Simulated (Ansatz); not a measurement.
TlAg3Te2, one structure, two calculations

Cell: an entry of the Crystallography Open Database (COD) whose atoms were relaxed with PBE, the cell held.

Space group Cmmm (No. 65); a = 4.6000, b = 15.4500, c = 4.7600 Å.

```
site  Wyckoff  site symmetry       x       y       z
  Tl       2a            mmm  0.0000  0.0000  0.0000
 Ag2       2c            mmm  0.5000  0.0000  0.5000
 Ag3       4i            m2m  0.5000  0.1952  0.0000
  Te       4j            m2m  0.5000  0.3495  0.5000
```

One atom of each set is listed; the run and its k-mesh use a cell of 6 atoms with edges of 8.06, 8.06, 4.76 Å.

First run. Level of theory: DFT, PBE, plane waves and PAW, scalar-relativistic, 420 eV cutoff, Γ-centred 8×8×7 k-points, Fermi–Dirac smearing 0.05 eV (Ansatz 0.2.0).

| site | V_zz (10²¹ V/m²) | η |
| --- | --- | --- |
| Tl | -11.20 | 0.84 |
| Ag2 | 6.24 | 0.03 |
| Ag3 | 1.90 | 0.06 |
| Te | -4.62 | 0.48 |

Second run. The same atoms and settings, except that spin–orbit coupling is included (fully relativistic PAW files).

**Question.** What does the second run give?

**Answer.** 

| site | V_zz | η | change of V_zz |
| --- | --- | --- | --- |
| Tl | -10.51 | 0.80 | +0.69 |
| Ag2 | 5.89 | 0.00 | -0.35 |
| Ag3 | 1.81 | 0.00 | -0.09 |
| Te | -3.84 | 0.12 | +0.78 |

The largest change of V_zz is on Te, from -4.62 to -3.84. In per cent, |V_zz| changes by -6 on Tl, -6 on Ag, -17 on Te (all sites that start above 2). On Te V_xx and V_yy change places (or their axes turn by over 50°), so the two values of η hide a larger change.

At this cell the principal stresses reach 5 GPa in size with PBE, which can matter for small gradients. With no gap above 0.1 eV, as in a metal, the gradients converge slowly in k; expect changes of a tenth or more on a denser mesh.
